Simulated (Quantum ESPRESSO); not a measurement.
## Band energies of LiNbO$_{3}$

```
LiNbO3
1.0
    2.64243     1.52560     4.84596
   -2.64243     1.52560     4.84596
    0.00000    -3.05121     4.84596
Li O Nb
2 6 2
Direct
  0.36219   0.36219   0.36219
  0.63781   0.63781   0.63781
  0.21609   0.56216   0.95416
  0.78391   0.43784   0.04584
  0.56216   0.95416   0.21609
  0.43784   0.04584   0.78391
  0.95416   0.21609   0.56216
  0.04584   0.78391   0.43784
  0.14440   0.14440   0.14440
  0.85560   0.85560   0.85560
```

PBEsol (pw.x of Quantum ESPRESSO, ONCV potentials, without SOC); path ΓLB1,BZΓX,QFP1Z,LP; energies in eV from the valence-band maximum.

```csv
k (1/Å),point,band 30,band 31,band 32,band 33,band 34,band 35,band 36,band 37
0.00,Γ,-0.45,-0.45,-0.30,-0.19,-0.19,4.21,4.47,4.61
0.24,,-0.66,-0.39,-0.27,-0.25,-0.15,4.14,4.28,4.62
0.48,,-0.55,-0.47,-0.29,-0.22,-0.14,3.97,3.99,4.56
0.72,L,-0.64,-0.35,-0.19,-0.16,-0.11,3.82,3.91,4.50
1.00,,-0.62,-0.45,-0.38,-0.26,-0.13,3.86,3.97,4.38
1.27,B1,-0.52,-0.51,-0.37,-0.32,-0.21,3.87,4.12,4.37
1.27,B,-0.52,-0.51,-0.37,-0.32,-0.21,3.87,4.12,4.37
1.70,,-0.62,-0.54,-0.33,-0.18,-0.14,4.12,4.51,4.56
1.91,Z,-0.38,-0.31,-0.31,-0.27,-0.27,4.15,4.61,4.61
2.12,,-0.42,-0.42,-0.36,-0.17,-0.17,4.14,4.59,4.59
2.34,,-0.46,-0.46,-0.34,-0.16,-0.16,4.17,4.56,4.59
2.56,Γ,-0.45,-0.45,-0.30,-0.19,-0.19,4.21,4.47,4.61
2.73,,-0.59,-0.35,-0.29,-0.24,-0.16,4.18,4.33,4.61
3.08,,-0.51,-0.40,-0.35,-0.19,-0.16,3.90,4.06,4.45
3.25,,-0.58,-0.49,-0.38,-0.27,-0.15,3.85,4.02,4.35
3.43,X,-0.59,-0.43,-0.37,-0.29,-0.24,3.84,4.10,4.34
3.43,Q,-0.59,-0.43,-0.37,-0.29,-0.24,3.84,4.10,4.34
3.75,F,-0.73,-0.43,-0.26,-0.18,-0.05,3.79,4.21,4.54
3.75,P1,-0.69,-0.60,-0.28,-0.23,-0.03,3.85,4.17,4.56
4.02,,-0.70,-0.50,-0.37,-0.18,-0.12,4.09,4.41,4.62
4.16,,-0.55,-0.43,-0.35,-0.19,-0.17,4.14,4.56,4.62
4.30,Z,-0.38,-0.31,-0.31,-0.27,-0.27,4.15,4.61,4.61
4.30,L,-0.64,-0.35,-0.19,-0.16,-0.11,3.82,3.91,4.50
4.41,,-0.67,-0.39,-0.20,-0.19,-0.08,3.81,3.95,4.50
4.52,,-0.71,-0.46,-0.27,-0.19,-0.04,3.81,4.02,4.52
4.75,P,-0.69,-0.60,-0.28,-0.23,-0.03,3.85,4.17,4.56
```

The PBEsol gap is 3.79 eV; at least one edge lies off the plotted path, at a point of the SCF mesh. The smallest direct gap is 3.79 eV. Another valence and conduction extremum on the path lies within 0.02 eV, too close to call.

Spin-orbit splittings are left out.

Geometry of the Materials Project entry, not relaxed at this level.

This is not the ordinary phase of the substance.
